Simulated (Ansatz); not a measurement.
GaN:
```cif
data_Ga4N4
_chemical_formula_sum 'Ga4 N4'
_space_group_name_H-M_alt 'P 1'
_space_group_IT_number 1
_cell_length_a 5.47050
_cell_length_b 5.47050
_cell_length_c 3.18330
_cell_angle_alpha 90.000
_cell_angle_beta 90.000
_cell_angle_gamma 90.000
loop_
_space_group_symop_operation_xyz
  'x, y, z'
loop_
_atom_site_label
_atom_site_type_symbol
_atom_site_fract_x
_atom_site_fract_y
_atom_site_fract_z
_atom_site_occupancy
Ga1 Ga 0.32060 0.67940 0.00000 1
Ga2 Ga 0.67940 0.32060 0.00000 1
Ga3 Ga 0.82060 0.82060 0.50000 1
Ga4 Ga 0.17940 0.17940 0.50000 1
N1 N 0.31751 0.31751 0.00000 1
N2 N 0.68249 0.68249 0.00000 1
N3 N 0.18249 0.81751 0.50000 1
N4 N 0.81751 0.18249 0.50000 1
```

This is the PBEsol-relaxed structure.

Q: All from plane-wave PAW PBEsol (Ansatz code), unless another level is named. Give the highest zone-centre frequency (without LO–TO term).

A: 729 cm^-1.

Q: Next, the Hill bulk and shear moduli?

A: 176 and 87.9 GPa.

Q: Predict the vibrational entropy at 300 K.

A: 17.1 J/(K·mol of atoms).

Space group P4_2/mnm. The start of the workflow was typed in or built on a structure type; neither database checked (COD, Materials Project) lists it. It is not the phase usual at ambient conditions (space group No. 186, 216). The PBEsol relaxation kept the symmetry of its start; whether a distortion lowers the energy is not shown.

Potentials: the earlier of the program's two PAW sets. The files were generated under PBE; for other functionals the program regenerates the frozen cores, and for LDA and PBEsol the local potential too.
